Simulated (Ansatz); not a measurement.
MoPt in space group P-6m2 (No. 187; Mo on 1e, Pt on 1d) at seven volumes, the program Ansatz at the r²SCAN level (PAW), shape and atoms relaxed at each. One row is withheld.

| V (Å³/atom) | P (GPa) |
|---|---|
| 13.856 | 33.63 |
| 14.312 | 20.45 |
| 14.769 | 9.35 |
| 15.226 | 0.00 |
| 15.683 | -7.86 |
| 16.139 | ? |
| 16.596 | -19.98 |

Q: Fit the shown pressures and predict the withheld one.

A: Third-order Birch–Murnaghan: P = (3/2)B₀(x^(7/2) − x^(5/2))[1 + (3/4)(B′ − 4)(x − 1)] with x = (V₀/V)^(2/3). Least squares on the six rows gives V₀ = 15.226 Å³/atom, B₀ = 284.7 GPa, B′ = 4.76. At V = 16.139, x = 0.9619 and P = -14.44 GPa. The run itself gave -14.46 GPa.

The first step of the workflow began from a Materials Project structure, measured or hypothetical; the Crystallography Open Database copy checked does not list it. With Mo and Pt taken as one species the cell has the higher symmetry P6_3/mmc, so it may be an ordered model of a mixed-site phase. Its standing as an ambient phase is unchecked. The cell was relaxed with r²SCAN under the symmetry of its start; its stability against distortions is not shown here. The run is not spin-polarised. Spin–orbit coupling is left out wherever it is not named.

Potentials: the later of the program's two PAW sets.
